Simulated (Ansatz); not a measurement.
One crystal and one scan (energy against volume) at two levels, PBE (plane waves to 420 eV, PAW, scalar-relativistic; Ansatz, a quantum-chemistry and plane-wave program) and r2SCAN (plane waves to 500 eV, PAW, scalar-relativistic; Ansatz), each from its own relaxed cell and on its own mesh. The cell shown is that of PBE.

CuAu (CuAu type, space group P4/mmm)

```
CuAu
1.0
    2.88152     0.00000     0.00000
    0.00000     2.88152     0.00000
    0.00000     0.00000     3.61476
Cu Au
1 1
Direct
  0.50000   0.50000   0.50000
  0.00000   0.00000   0.00000
```

E(V) scan at fixed shape, V₀ the volume above. Symmetry pins the atoms to their sites.

Energies are smeared free energies. CuAu is run without spin polarisation. CuAu was relaxed with its symmetry unable to fall. Spin-orbit coupling is left out, though Au is heavy. With the shape held, the modulus is that of even scaling; a crystal free to change shape is softer. Percentages come from the unrounded values. Both scans cover V/V₀ from 0.940 to 1.060.

Results of PBE:

```
Item                                                                         Value
---------------------------------------------------------------------------  -----
Lattice constant a (Å)                                                       2.882
Lattice constant c (Å)                                                       3.615
Relaxed volume (Å³/atom)                                                     15.01
Pressure at the smallest volume (GPa)                                         10.3
Energy cost of the largest compression (meV/atom)                               27
Energy cost of the largest expansion (meV/atom)                                 21
Bulk modulus at fixed cell shape B₀ (third-order Birch-Murnaghan fit) (GPa)  140.9
Pressure for 5 % compression (fit) (GPa)                                       8.3
```

Question: What does r2SCAN give for the same quantities?

Answer: 
| quantity | r2SCAN | PBE − r2SCAN |
|---|---|---|
| Lattice constant a (Å) | 2.861 | +0.021 (+0.7 %) |
| Lattice constant c (Å) | 3.552 | +0.063 (+1.8 %) |
| Relaxed volume (Å³/atom) | 14.53 | +0.48 (+3.3 %) |
| Pressure at the smallest volume (GPa) | 11.6 | -1.3 (-11 %) |
| Energy cost of the largest compression (meV/atom) | 29 | -2 (-8 %) |
| Energy cost of the largest expansion (meV/atom) | 23 | -2 (-8 %) |
| Bulk modulus at fixed cell shape B₀ (third-order Birch-Murnaghan fit) (GPa) | 158.0 | -17.1 (-11 %) |
| Pressure for 5 % compression (fit) (GPa) | 9.3 | -1.0 (-11 %) |

PBE gives the higher value for: lattice constant a; lattice constant c; relaxed volume. PBE gives the lower value for: pressure at the smallest volume; bulk modulus at fixed cell shape B₀; pressure for 5 % compression.

(Under strain, the slope of the energy per volume gives the stress and its curvature an elastic modulus.)
